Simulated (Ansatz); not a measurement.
Input:

SiO2:
```yaml
crystal:
  lattice:
    - [6.80324, 3.92785, 4.94132]
    - [-6.80324, 3.92785, 4.94132]
    - [0.00000, -7.85571, 4.94132]
  atoms:
    - { symbol: Si, position: [0.33309, 0.10464, 0.87575] }
    - { symbol: Si, position: [0.66691, 0.89536, 0.12425] }
    - { symbol: Si, position: [0.87575, 0.33309, 0.10464] }
    - { symbol: Si, position: [0.12425, 0.66691, 0.89536] }
    - { symbol: Si, position: [0.10464, 0.87575, 0.33309] }
    - { symbol: Si, position: [0.89536, 0.12425, 0.66691] }
    - { symbol: Si, position: [0.12425, 0.89536, 0.66691] }
    - { symbol: Si, position: [0.87575, 0.10464, 0.33309] }
    - { symbol: Si, position: [0.89536, 0.66691, 0.12425] }
    - { symbol: Si, position: [0.10464, 0.33309, 0.87575] }
    - { symbol: Si, position: [0.66691, 0.12425, 0.89536] }
    - { symbol: Si, position: [0.33309, 0.87575, 0.10464] }
    - { symbol: O, position: [0.26211, 0.00000, 0.73789] }
    - { symbol: O, position: [0.73789, 0.00000, 0.26211] }
    - { symbol: O, position: [0.73789, 0.26211, 0.00000] }
    - { symbol: O, position: [0.26211, 0.73789, 0.00000] }
    - { symbol: O, position: [0.00000, 0.73789, 0.26211] }
    - { symbol: O, position: [0.00000, 0.26211, 0.73789] }
    - { symbol: O, position: [0.67913, 0.97767, 0.97767] }
    - { symbol: O, position: [0.32087, 0.02233, 0.02233] }
    - { symbol: O, position: [0.97767, 0.67913, 0.97767] }
    - { symbol: O, position: [0.02233, 0.32087, 0.02233] }
    - { symbol: O, position: [0.97767, 0.97767, 0.67913] }
    - { symbol: O, position: [0.02233, 0.02233, 0.32087] }
    - { symbol: O, position: [0.25032, 0.89105, 0.25032] }
    - { symbol: O, position: [0.74968, 0.10895, 0.74968] }
    - { symbol: O, position: [0.25032, 0.25032, 0.89105] }
    - { symbol: O, position: [0.74968, 0.74968, 0.10895] }
    - { symbol: O, position: [0.89105, 0.25032, 0.25032] }
    - { symbol: O, position: [0.10895, 0.74968, 0.74968] }
    - { symbol: O, position: [0.50000, 0.85191, 0.14809] }
    - { symbol: O, position: [0.50000, 0.14809, 0.85191] }
    - { symbol: O, position: [0.14809, 0.50000, 0.85191] }
    - { symbol: O, position: [0.85191, 0.50000, 0.14809] }
    - { symbol: O, position: [0.85191, 0.14809, 0.50000] }
    - { symbol: O, position: [0.14809, 0.85191, 0.50000] }
```

This is the r²SCAN-relaxed structure.

Q: All from the program Ansatz at the r²SCAN level (PAW), unless another level is named. Give the formation energy from the elements (no fitted shifts).

A: -2.97 eV/atom.

Q: What about the electron effective mass?

A: 0.70 mₑ (isotropic).

Q: And the band gap?

A: 6.57 eV (smallest direct gap 6.58 eV).

Q: And the valence-band maximum?

A: at T.

Space group R-3m. The workflow started from a Materials Project entry (that database holds measured and hypothetical structures alike); the Crystallography Open Database copy checked does not list it. It is not the phase usual at ambient conditions (space group No. 92, 152, 154). The r²SCAN relaxation kept the symmetry of its start; its stability against distortions is not shown here. The references are the lowest solids computed at this level, not always the standard phases (solids in place of the gases).

Potentials: the earlier of the program's two PAW sets.
